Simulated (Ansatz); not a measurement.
Input file for Ansatz (an electronic-structure program):

Ansatz 0.2 input:
```yaml
crystal:
  lattice:
    - [4.153176411, 0.0, 0.0]
    - [0.0, 4.153176411, 0.0]
    - [0.0, 0.0, 5.9194296465]
  atoms:
    - { symbol: In, position: [0.0, 0.0, 0.5] }
    - { symbol: Ga, position: [0.5, 0.5, 0.0] }
    - { symbol: As, position: [0.5, 0.0, 0.7699081101] }
    - { symbol: As, position: [0.0, 0.5, 0.2300918899] }
kpoints:
  mp_grid: { grid: [6, 6, 4] }
hamiltonian:
  xc: r2scan
  pseudopotentials: { kind: paw }
scf:
  occupations: { method: fixed }
output:
  optics: { e_range: [0.0, 15.0], de: 0.05, sigma: 0.1, bands: { spectra_wanted_up_to: 12 eV } }
```

Output (shortened):

```
output.optics: the spectra are integrated over the Brillouin zone by k·p interpolation around the k-points, where levels, occupations, output.optics.sigma and …
Pseudopotential: In, paw, valence charge 13
Pseudopotential: Ga, paw, valence charge 13
Pseudopotential: As, paw, valence charge 15
Functional definition: r2SCAN
Crystal: 4 atoms, lattice volume = 102.103 Å³
Basis set: ecut = 500 eV, 2581 PW (Γ), exchange–correlation on 128×128×180 points (64 copies of the dense FFT grid, shifted against one another)
Bands: 34, of which v1, the nominal top of the filled ones, is band 28 counted from 1 (27 counted from 0)
Symmetry: 8 space group operations
Space group: P-4m2 (ITA 115), of the structure as read, at distance tolerance 4.7e-5 Å
k-points: 30 of 144 (time reversal used)
SCF iter   1: F=—  HF=-19132.812085 eV  |F-HF|=—  |Δ(HF+E_count)|=         —  Δρ=7.10e-3  dr2=2.25e-2  dr2_τ=1.24e-2  ethr=1.77e-3  ⟨swp⟩=5.0  Hψ=3597  notcnv=0  defer=117
preconditioner: auto → Resta (q_TF=auto, 2.468 Å⁻¹)
SCF iter   2: F=—  HF=-19132.826977 eV  |F-HF|=—  |Δ(HF+E_count)|=   1.49e-2  Δρ=2.35e-3  dr2=3.63e-3  dr2_τ=1.09e-4  ethr=4.01e-5  ⟨swp⟩=2.9  Hψ=2211  notcnv=0  defer=120
SCF iter   3: F=—  HF=-19132.827051 eV  |F-HF|=—  |Δ(HF+E_count)|=   7.38e-5  Δρ=1.51e-3  dr2=1.29e-3  dr2_τ=1.83e-5  ethr=6.49e-6  ⟨swp⟩=2.0  Hψ=1570  notcnv=0  defer=120
SCF iter   4: F=—  HF=-19132.827242 eV  |F-HF|=—  |Δ(HF+E_count)|=   1.91e-4  Δρ=2.61e-4  dr2=8.16e-5  dr2_τ=1.59e-6  ethr=2.30e-6  ⟨swp⟩=2.0  Hψ=1568  notcnv=0  defer=120
SCF iter   5: F=—  HF=-19132.827264 eV  |F-HF|=—  |Δ(HF+E_count)|=   2.20e-5  Δρ=8.76e-5  dr2=1.03e-5  dr2_τ=1.58e-7  ethr=1.46e-7  ⟨swp⟩=2.0  Hψ=1808  notcnv=0  defer=57
SCF iter   6: F=—  HF=-19132.827264 eV  |F-HF|=—  |Δ(HF+E_count)|=   3.79e-7  Δρ=4.03e-5  dr2=2.31e-6  dr2_τ=2.90e-8  ethr=1.84e-8  ⟨swp⟩=2.0  Hψ=1808  notcnv=0  defer=52
SCF iter   7: F=—  HF=-19132.827267 eV  |F-HF|=—  |Δ(HF+E_count)|=   2.34e-6  Δρ=7.24e-6  dr2=6.50e-8  dr2_τ=8.49e-10  ethr=4.13e-9  ⟨swp⟩=2.2  Hψ=1346  notcnv=0  defer=52
SCF iter   8: F=—  HF=-19132.827267 eV  |F-HF|=—  |Δ(HF+E_count)|=   5.17e-8  Δρ=1.78e-6  dr2=4.12e-9  dr2_τ=4.06e-11  ethr=1.16e-10  ⟨swp⟩=2.0  Hψ=1416  notcnv=0  defer=52
SCF iter  10: F=-19132.827267 eV  HF=-19132.827267 eV  |F-HF|=7.28e-12  |Δ(HF+E_count)|=  9.09e-11  Δρ=8.67e-8  dr2=8.46e-12  dr2_τ=2.18e-13  ethr=1.00e-12  ⟨swp⟩=7.9  Hψ=4503  notcnv=0
SCF 1 converged in 10 iterations: F = -19132.827267 eV  dr2 = 8.46e-12
NSCF: frozen V_eff on 30 k-points
Optics k sum: 0 of 30 k-points
Optics k sum: 2 of 30 k-points
Optics k sum: 3 of 30 k-points
Optics k sum: 5 of 30 k-points
Optics k sum: 6 of 30 k-points
Optics k sum: 8 of 30 k-points
Optics k sum: 9 of 30 k-points
Optics k sum: 11 of 30 k-points
Optics k sum: 12 of 30 k-points
Optics k sum: 14 of 30 k-points
Optics k sum: 15 of 30 k-points
Optics k sum: 17 of 30 k-points
Optics k sum: 18 of 30 k-points
Optics k sum: 20 of 30 k-points
Optics k sum: 21 of 30 k-points
Optics k sum: 23 of 30 k-points
Optics k sum: 24 of 30 k-points
Optics k sum: 26 of 30 k-points
Optics k sum: 27 of 30 k-points
Optics k sum: 29 of 30 k-points
Optics k sum: 30 of 30 k-points
Optics k sum: 0 of 30 k-points
Optics k sum: 2 of 30 k-points
Optics k sum: 3 of 30 k-points
Optics k sum: 5 of 30 k-points
Optics k sum: 6 of 30 k-points
Optics k sum: 8 of 30 k-points
Optics k sum: 9 of 30 k-points
Optics k sum: 11 of 30 k-points
Optics k sum: 12 of 30 k-points
Optics k sum: 14 of 30 k-points
Optics k sum: 15 of 30 k-points
Optics k sum: 17 of 30 k-points
Optics k sum: 18 of 30 k-points
Optics k sum: 20 of 30 k-points
Optics k sum: 21 of 30 k-points
Optics k sum: 23 of 30 k-points
Optics k sum: 24 of 30 k-points
Optics k sum: 26 of 30 k-points
Optics k sum: 27 of 30 k-points
Optics k sum: 29 of 30 k-points
Optics k sum: 30 of 30 k-points
Optics k sum: 0 of 30 k-points
Optics k sum: 2 of 30 k-points
Optics k sum: 3 of 30 k-points
Optics k sum: 5 of 30 k-points
Optics k sum: 6 of 30 k-points
Optics k sum: 8 of 30 k-points
Optics k sum: 9 of 30 k-points
Optics k sum: 11 of 30 k-points
Optics k sum: 12 of 30 k-points
Optics k sum: 14 of 30 k-points
Optics k sum: 15 of 30 k-points
Optics k sum: 17 of 30 k-points
Optics k sum: 18 of 30 k-points
Optics k sum: 20 of 30 k-points
Optics k sum: 21 of 30 k-points
Optics k sum: 23 of 30 k-points
Optics k sum: 24 of 30 k-points
Optics k sum: 26 of 30 k-points
Optics k sum: 27 of 30 k-points
Optics k sum: 29 of 30 k-points
Optics k sum: 30 of 30 k-points
output.optics: what the bands over the 56 summed would add to eps1, eps2 and the energy-loss function is held between a lower and an upper bound (8 Lanczos …
SCF converged after 10 iterations
Free energy (F): -19132.827267 eV
Harris-Foulkes:  -19132.827267 eV  (|F-HF|=7.28e-12)
Internal energy: -19132.827267 eV  (E = F + TS)
E sigma→0 (E₀):  -19132.827267 eV
Fermi energy:    7.601886 eV
--- Per-component energies (eV) ---
  E_band       = -672.560775
  E_kinetic    = 564.380728
  E_local      = -7287.344434  (includes V_loc(G=0)·N_el)
  E_nonlocal   = -544.731169
  E_hartree    = 3605.277968
  E_xc         = -411.102751
  E_vxc        = -334.062661  (∫ρ·V_xc dr)
  E_paw        = -9885.466575  (= ΣΔE_a)
  E_vpaw       = -300.617266  (= ΣTr[D̂ρ^β])
  E_aug_tail   = -0.000046  (compensation charges beyond the density's cutoff)
  E_vtau       = 19.258190  (kinetic-family band-sum trace: ∫τ·v_τ [+ j·A + Jᵃ·Aᵃ] dr)
  E_ewald      = -5171.238649
  E_core_change = -2.602340  (= ΣΔE_core)
  E_smearing   =  0.000000  (= −TS)
  E_closure    =  0.000000  (closes the sum)
  Σ components = -19132.827267   (vs F -19132.827267, Δ=0.00e0)
  [band-id]    e_kinetic+e_local+e_nonlocal+2·e_hartree+e_vxc+e_vpaw+e_augmentation_tail+e_vtau = -672.560722   (vs E_band -672.560775, Δ=5.20e-5)
--- Band table (eV; the first three rows and the last of 30) ---
  k-point 0: bands = ["-28.1242", "-28.1242", "-28.1208", "-28.1205", "-28.1147", "-28.1147", "-28.1066", "-28.1065", "-28.1052", "-28.1044", "-7.7617", "-7.6856", "-7.6856", "-7.6463", "-7.6096", "-7.3950", "-7.2510", "-7.2510", "-7.1783", "-7.1623", …
  k-point 1: bands = ["-28.1241", "-28.1241", "-28.1208", "-28.1206", "-28.1147", "-28.1147", "-28.1067", "-28.1065", "-28.1051", "-28.1045", "-7.7575", "-7.6846", "-7.6846", "-7.6459", "-7.6096", "-7.4092", "-7.2527", "-7.2527", "-7.1764", "-7.1623", …
  k-point 2: bands = ["-28.1241", "-28.1241", "-28.1207", "-28.1206", "-28.1148", "-28.1148", "-28.1067", "-28.1064", "-28.1050", "-28.1046", "-7.7531", "-7.6837", "-7.6837", "-7.6454", "-7.6095", "-7.4229", "-7.2544", "-7.2544", "-7.1747", "-7.1624", …
  k-point 29: bands = ["-28.1251", "-28.1239", "-28.1194", "-28.1194", "-28.1153", "-28.1146", "-28.1057", "-28.1057", "-28.1052", "-28.1052", "-7.7472", "-7.7472", "-7.6564", "-7.6309", "-7.6263", "-7.3563", "-7.3563", "-7.2063", "-7.2059", "-7.1449", …
```

Cost: very roughly 4 core-minutes on shared cores.

The first step of the workflow began from a Materials Project structure, measured or hypothetical; the Crystallography Open Database copy checked does not list it. With In and Ga taken as one species the cell has the higher symmetry F-43m, so it may be an ordered model of a mixed-site phase. Its standing as an ambient phase is unchecked. The r²SCAN relaxation kept the symmetry of its start; its stability against distortions is not shown here. Spin–orbit coupling is left out wherever it is not named.

Potentials: the later of the program's two PAW sets.

Ansatz is a plane-wave DFT program.
